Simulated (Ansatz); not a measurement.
Given:

MgO:
Space group Fm-3m (No. 225); a = 4.214 Å, b = 4.214 Å, c = 4.214 Å, α = 90.00°, β = 90.00°, γ = 90.00°

```csv
atom,site,symmetry,x,y,z
Mg,4b,m-3m,0.5000,0.5000,0.5000
O,4a,m-3m,0.0000,0.0000,0.0000
```
(The calculation used a cell of 2 atoms; values per cell refer to that cell.)

This is the PBEsol-relaxed structure.

**Question.** All from PBEsol in the plane-wave PAW code Ansatz, unless another level is named. Give the zero-point energy.

**Answer.** 72.2 meV/atom.

**Question.** Give the highest zone-centre frequency (without LO–TO term).

**Answer.** 388 cm^-1.

**Question.** Give the vibrational entropy at 300 K.

**Answer.** 14.1 J/(K·mol of atoms).

**Question.** Next, the Debye temperature from the elastic constants?

**Answer.** 923 K.

Symmetry was held in the PBEsol relaxation; phonons on a q-mesh show no instability. The volume moved by -33 % from the start of the relaxation.

Potentials: the later of the program's two PAW sets.
